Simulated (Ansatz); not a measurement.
Bi2Se3, quintuple layer layer, relaxed and computed with two functionals in Ansatz (plane waves, PAW).

| functional | a (Å) | thickness (Å) | gap (eV) | IP (eV) |
|---|---|---|---|---|
| LDA | 4.078 | 6.93 | 0.79 | 6.09 |
| r²SCAN+D4 | ___ | ___ | ___ | ___ |

Complete the blanks.


- r²SCAN+D4, a (Å): 4.138
- r²SCAN+D4, thickness (Å): 6.99
- r²SCAN+D4, gap (eV): 1.21
- r²SCAN+D4, IP (eV): 6.20

All cells were relaxed under the symmetry of their starts (and spin orders); stability against distortions was not tested throughout. Spin–orbit coupling is left out wherever it is not named.

Potentials: the later of the program's two PAW sets.

Ansatz (a program for electronic structure) is a plane-wave DFT program.
